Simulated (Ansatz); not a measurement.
Input file for Ansatz (an electronic-structure program):

Ansatz 0.2 input:
```yaml
crystal:
  lattice:
    - [5.9260688869, 0.0, 0.0]
    - [0.0, 5.9260688869, 0.0]
    - [0.0, 0.0, 2.9693788141]
  atoms:
    - { symbol: Ru, position: [0.0, 0.0, 0.0] }
    - { symbol: Ru, position: [0.5, 0.5, 0.5] }
    - { symbol: Si, position: [0.2801889186, 0.2801889186, 0.0] }
    - { symbol: Si, position: [0.7198110814, 0.7198110814, 0.0] }
    - { symbol: Si, position: [0.2198110814, 0.7801889186, 0.5] }
    - { symbol: Si, position: [0.7801889186, 0.2198110814, 0.5] }
kpoints:
  mp_grid: { grid: [3, 3, 6] }
hamiltonian:
  xc: hse06
  pseudopotentials: { kind: paw }
scf:
  n_extra_bands: 6
  occupations: { method: fixed }
output:
  eigenvalues: true
  eigenstates:
    e_range: [-9.0, 8.2]
    kpoints:
      - [-0.5, -0.5, 0.22526]  # VBM
      - [0.0, 0.0, 0.3125]  # CBM
      - [0.0, 0.0, 0.0]  # GAMMA
      - [0.0, 0.0, 0.5]  # Z
      - [0.5, 0.5, 0.0]  # M
      - [0.5, 0.5, 0.5]  # A
      - [0.0, 0.5, 0.5]  # R
      - [0.0, 0.5, 0.0]  # X
```

Output (shortened):

```
Pseudopotential: Ru, paw, valence charge 16
Pseudopotential: Si, paw, valence charge 4
Functional definition: HSE06
davidson cushion auto → on  (no smearing: the cushion is to keep the highest requested band from converging to the state above it …
Crystal: 6 atoms, lattice volume = 104.280 Å³
Basis set: ecut = 420 eV, 2017 PW (Γ)
Bands: 30, of which v1, the nominal top of the filled ones, is band 24 counted from 1 (23 counted from 0)
Symmetry: 16 space group operations
Space group: P42/mnm (ITA 136), of the structure as read, at distance tolerance 4.7e-5 Å
k-points: 12 of 54
SCF iter   1: F=—  HF=-14301.710889 eV  |F-HF|=—  |Δ(HF+E_count)|=         —  Δρ=6.88e-3  dr2=6.58e-2  ethr=1.77e-3  ⟨swp⟩=6.4  Hψ=1628  notcnv=0
preconditioner: auto → none
SCF iter   2: F=—  HF=-14301.700624 eV  |F-HF|=—  |Δ(HF+E_count)|=   1.03e-2  Δρ=6.45e-3  dr2=6.11e-2  ethr=1.37e-4  ⟨swp⟩=4.2  Hψ=1038  notcnv=0
SCF iter   3: F=—  HF=-14301.695147 eV  |F-HF|=—  |Δ(HF+E_count)|=   5.48e-3  Δρ=3.73e-3  dr2=2.56e-2  ethr=1.27e-4  ⟨swp⟩=3.0  Hψ=947  notcnv=0
SCF iter   4: F=—  HF=-14301.691752 eV  |F-HF|=—  |Δ(HF+E_count)|=   3.40e-3  Δρ=1.71e-3  dr2=4.92e-3  ethr=5.34e-5  ⟨swp⟩=2.0  Hψ=792  notcnv=0
iter 5 solved again at ethr=2.23e-7 eV; its pass at ethr=1.02e-5 eV (dr2=1.07e-4 eV) is discarded
SCF iter   5: F=—  HF=-14301.691132 eV  |F-HF|=—  |Δ(HF+E_count)|=   6.21e-4  Δρ=3.02e-4  dr2=1.03e-4  ethr=2.23e-7  ⟨swp⟩=4.0  Hψ=1764  notcnv=0
SCF iter   6: F=-14301.691124 eV  HF=-14301.691124 eV  |F-HF|=2.14e-7  |Δ(HF+E_count)|=   7.23e-6  Δρ=4.35e-5  dr2=1.31e-6  ethr=2.15e-7  ⟨swp⟩=2.7  Hψ=806  notcnv=0
SCF 1 stopped early in 6 iterations: F = -14301.691124 eV  dr2 = 1.31e-6
Crystal: 6 atoms, lattice volume = 104.280 Å³
Exchange kernel: α = 0.2500, screened, ω = 0.2079 Å⁻¹, Wigner–Seitz truncation, v(0) = 1041.8568 eV·Å³, q-mesh 3×3×6, nearest image of the exchange supercell L …
Frozen-core exchange: fock
SCF iter   1: F=—  HF=-14307.779334 eV  |F-HF|=—  |Δ(HF+E_count)|=         —  Δρ=6.75e-3  dr2=7.51e-2  ethr=2.72e-8  ⟨swp⟩=9.0  Hψ=2350  notcnv=0
preconditioner: auto → none
SCF iter   2: F=—  HF=-14307.766256 eV  |F-HF|=—  |Δ(HF+E_count)|=   1.31e-2  Δρ=6.52e-3  dr2=6.64e-2  ethr=2.72e-8  ⟨swp⟩=7.1  Hψ=1991  notcnv=0
SCF iter   3: F=—  HF=-14307.756043 eV  |F-HF|=—  |Δ(HF+E_count)|=   1.02e-2  Δρ=2.34e-3  dr2=1.19e-2  ethr=2.72e-8  ⟨swp⟩=7.1  Hψ=2029  notcnv=0
SCF iter   4: F=—  HF=-14307.774790 eV  |F-HF|=—  |Δ(HF+E_count)|=   1.87e-2  Δρ=2.05e-3  dr2=4.71e-3  ethr=2.72e-8  ⟨swp⟩=6.1  Hψ=1777  notcnv=0
SCF iter   5: F=—  HF=-14307.773553 eV  |F-HF|=—  |Δ(HF+E_count)|=   1.24e-3  Δρ=8.17e-4  dr2=5.57e-4  ethr=2.72e-8  ⟨swp⟩=5.0  Hψ=1471  notcnv=0
SCF iter   6: F=—  HF=-14307.774776 eV  |F-HF|=—  |Δ(HF+E_count)|=   1.22e-3  Δρ=5.90e-4  dr2=3.03e-4  ethr=2.72e-8  ⟨swp⟩=4.9  Hψ=1453  notcnv=0
SCF iter   7: F=-14307.774706 eV  HF=-14307.774710 eV  |F-HF|=4.56e-6  |Δ(HF+E_count)|=   6.57e-5  Δρ=8.53e-5  dr2=1.88e-5  ethr=2.72e-8  ⟨swp⟩=4.0  Hψ=1293  notcnv=0
SCF 2 stopped early in 7 iterations: F = -14307.774706 eV  dr2 = 1.88e-5
hybrid outer 1: dexx = +2.665e-2 eV, tail = 7.32e-5 eV
Crystal: 6 atoms, lattice volume = 104.280 Å³
Exchange kernel: α = 0.2500, screened, ω = 0.2079 Å⁻¹, Wigner–Seitz truncation, v(0) = 1041.8568 eV·Å³, q-mesh 3×3×6, nearest image of the exchange supercell L …
Frozen-core exchange: fock
SCF iter   1: F=—  HF=-14307.774673 eV  |F-HF|=—  |Δ(HF+E_count)|=         —  Δρ=1.89e-4  dr2=5.30e-5  ethr=7.63e-7  ⟨swp⟩=3.2  Hψ=865  notcnv=0
preconditioner: auto → none
iter 2 solved again at ethr=2.46e-10 eV; its pass at ethr=1.08e-7 eV (dr2=1.18e-7 eV) is discarded
SCF iter   2: F=—  HF=-14307.774662 eV  |F-HF|=—  |Δ(HF+E_count)|=   1.08e-5  Δρ=1.92e-5  dr2=7.84e-7  ethr=2.46e-10  ⟨swp⟩=4.7  Hψ=2105  notcnv=0
SCF iter   3: F=—  HF=-14307.774667 eV  |F-HF|=—  |Δ(HF+E_count)|=   5.42e-6  Δρ=1.92e-5  dr2=1.44e-7  ethr=1.74e-10  ⟨swp⟩=5.2  Hψ=1366  notcnv=0  defer=6
SCF iter   4: F=-14307.774667 eV  HF=-14307.774667 eV  |F-HF|=1.15e-9  |Δ(HF+E_count)|=   4.57e-8  Δρ=1.56e-6  dr2=9.43e-8  ethr=1.74e-10  ⟨swp⟩=3.0  Hψ=899  notcnv=0
SCF 3 converged in 4 iterations: F = -14307.774667 eV  dr2 = 9.43e-8
hybrid outer 2: dexx = +7.498e-6 eV, tail = 2.21e-7 eV, Δε = 6.56e-3 eV (about 3.95e-4 eV left of the loop's levels)
the search or the solves at the SCF's close seem to have found levels that the self-consistency loop had missed (the run counts 3) …
NSCF: frozen V_eff on 8 k-points
hybrid SCF converged: 2 outer / 11 inner (+6 warm-up), last move |dexx| = 7.50e-6 eV, tail = 2.21e-7 eV
Stability not checked (fock_operator)
Free energy (F): -14307.774668 eV
Frozen-core exchange: fock
Harris-Foulkes:  -14307.774668 eV  (|F-HF|=1.15e-9)
Internal energy: -14307.774668 eV  (E = F + TS)
E sigma→0 (E₀):  -14307.774668 eV
Fermi energy:    10.659590 eV
--- Per-component energies (eV) ---
  E_band       = -488.799499
  E_kinetic    = 1193.061336
  E_local      = -5021.159075  (includes V_loc(G=0)·N_el)
  E_nonlocal   = 780.252339
  E_hartree    = 1881.230110
  E_xc         = -487.192257
  E_vxc        = -535.068636  (∫ρ·V_xc dr)
  E_exx        = -132.519714  (= α·E_x^exact, valence–valence)
  E_paw        = -8959.889682  (= ΣΔE_a)
  E_vpaw       = -403.303657  (= ΣTr[D̂ρ^β])
  E_aug_tail   = -0.000299  (compensation charges beyond the density's cutoff)
  E_ewald      = -3560.340211
  E_core_change = -1.217217  (= ΣΔE_core)
  E_smearing   =  0.000000  (= −TS)
  E_closure    =  0.000000  (closes the sum)
  Σ components = -14307.774668   (vs F -14307.774668, Δ=0.00e0)
  [band-id]    e_kinetic+e_local+e_nonlocal+2·e_hartree+e_vxc+2·e_exx+e_vpaw+e_augmentation_tail = -488.797198   (vs E_band -488.799499, Δ=2.30e-3)
--- Band table (eV; the first three rows and the last of 12) ---
  k-point 0: bands = ["-66.0938", "-66.0937", "-34.8612", "-34.8612", "-34.7424", "-34.7424", "-34.5907", "-34.5906", "-1.5982", "1.9964", "1.9964", "2.0464", "4.1541", "4.3909", "5.6050", "7.3036", "7.3182", "7.9201", "8.0405", "8.0405", "8.1062", "8.1062", …
  k-point 1: bands = ["-66.0888", "-66.0888", "-34.8545", "-34.8545", "-34.7374", "-34.7374", "-34.6590", "-34.6590", "-1.0606", "2.2176", "2.2176", "2.5205", "4.7684", "4.8107", "6.0590", "6.6863", "6.6863", "7.2529", "7.4917", "8.0579", "8.5992", "8.5992", …
  k-point 2: bands = ["-66.0788", "-66.0787", "-34.8411", "-34.8411", "-34.7947", "-34.7945", "-34.7274", "-34.7274", "0.4733", "2.6472", "2.6472", "3.6139", "5.7478", "5.7478", "5.9867", "5.9959", "6.3669", "6.4632", "8.0892", "8.1954", "8.2646", "8.2646", …
  k-point 11: bands = ["-66.0737", "-66.0737", "-34.8619", "-34.8619", "-34.8342", "-34.8341", "-34.7222", "-34.7222", "2.3535", "2.6422", "3.3048", "3.9737", "4.6729", "5.1237", "5.1676", "6.1323", "6.4947", "7.3214", "7.8580", "7.9803", "8.3042", "9.1268", …
```

Cost: about 2.8 core-minutes (a rough figure) on shared cores.

The points marked VBM and CBM come from a semilocal run.

Space group P4_2/mnm. The start of the workflow was typed in or built on a structure type; neither database checked (COD, Materials Project) lists it. Whether it is the stable phase at ambient conditions was not checked. Symmetry was held in the r²SCAN relaxation; its stability against distortions is not shown here. The run is not spin-polarised. The volume moved by 20 % from the start of the relaxation. Scalar-relativistic: spin–orbit coupling is off unless named, which matters more the heavier the elements.

Potentials: the later of the program's two PAW sets.

Ansatz is a plane-wave DFT program.
